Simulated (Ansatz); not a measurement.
SiNi:
```
CELL_PARAMETERS angstrom
      0.00000     2.35201     2.35201
      2.35201     0.00000     2.35201
      2.35201     2.35201     0.00000
ATOMIC_POSITIONS crystal
  Si 0.00000 0.00000 0.00000
  Ni 0.50000 0.50000 0.50000
```

Relaxed with r²SCAN. Special points in fractions of this cell's reciprocal vectors: Γ (0.000, 0.000, 0.000); X (0.500, 0.000, 0.500); U (0.625, 0.250, 0.625); K (0.375, 0.375, 0.750); L (0.500, 0.500, 0.500); W (0.500, 0.250, 0.750).

List the band energies nearest the Fermi level at these points for the program Ansatz at the r²SCAN level (PAW).

In eV from the Fermi level; about four levels below and three above (degenerate sets whole), none deeper than 8.9 eV; … stands for higher levels left out; points with the same levels are listed once.

```
k                          below           above
-  -----------------------------  --------------
Γ  -2.69 -2.69 -2.69 -2.54 -2.54  4.36 4.36 4.36
X  -1.70 -1.70 -0.62 -0.21 -0.21          4.23 …
U        -1.84 -1.81 -1.26 -0.56     1.56 5.72 …
L  -3.50 -3.50 -1.87 -1.87 -1.27     6.09 6.09 …
W        -1.13 -1.13 -1.13 -0.22          9.99 …
```

Space group Fm-3m (rock salt). The cell is a constructed one: a structure type filled with these elements; neither database checked (COD, Materials Project) lists it. It is not the phase usual at ambient conditions (space group No. 62). The cell was relaxed with r²SCAN under the symmetry of its start. At this level the phase is mechanically unstable. The workflow began spin-polarised and lost its moments. The cell computed holds one magnetic atom, so no antiferromagnetic order was within reach.

Potentials: the later of the program's two PAW sets.
